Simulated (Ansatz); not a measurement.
InSb:
```
CELL_PARAMETERS angstrom
      4.17325     0.00000     0.00000
     -2.08663     3.61414     0.00000
      0.00000     0.00000     7.34843
ATOMIC_POSITIONS crystal
  In 0.00000 0.00000 0.00000
  In 0.00000 0.00000 0.50000
  Sb 0.33333 0.66667 0.25000
  Sb 0.66667 0.33333 0.75000
```

Relaxed with PBEsol. Special points in fractions of this cell's reciprocal vectors: Γ (0.000, 0.000, 0.000); M (0.500, 0.000, 0.000); K (0.333, 0.333, 0.000); A (0.000, 0.000, 0.500); L (0.500, 0.000, 0.500); H (0.333, 0.333, 0.500).

### Question
List the band energies nearest the Fermi level at these points for PBEsol in the plane-wave PAW code Ansatz.

### Answer
In eV from the Fermi level; about four levels below and three above (degenerate sets whole), none deeper than 8.9 eV; points with the same levels are listed once.

```csv
k,below,above
Γ,-6.82 -0.60 -0.57,0.08 0.08 0.70 0.70
M,-4.23 -4.18 -3.48 -1.92,0.40 1.10 1.39
K,-2.74 -2.74 -2.47 -2.47,4.41 4.88 5.18 5.18
A,-4.48 -4.48,0.41 0.41 0.41 0.41
L,-1.13 -1.13 -0.72 -0.72,3.02 3.02 5.27 5.27
H,-3.85 -3.85 -0.24 -0.24,0.21 0.21 1.84 1.84
```

Space group P6_3/mmc (NiAs type). The start of the workflow was typed in or built on a structure type; neither database checked (COD, Materials Project) lists it. It is not the phase usual at ambient conditions (space group No. 216). Symmetry was held in the PBEsol relaxation; of distortions, only those at the zone centre were tested. Scalar-relativistic: spin–orbit coupling is off unless named, which matters more the heavier the elements.

Potentials: the later of the program's two PAW sets.
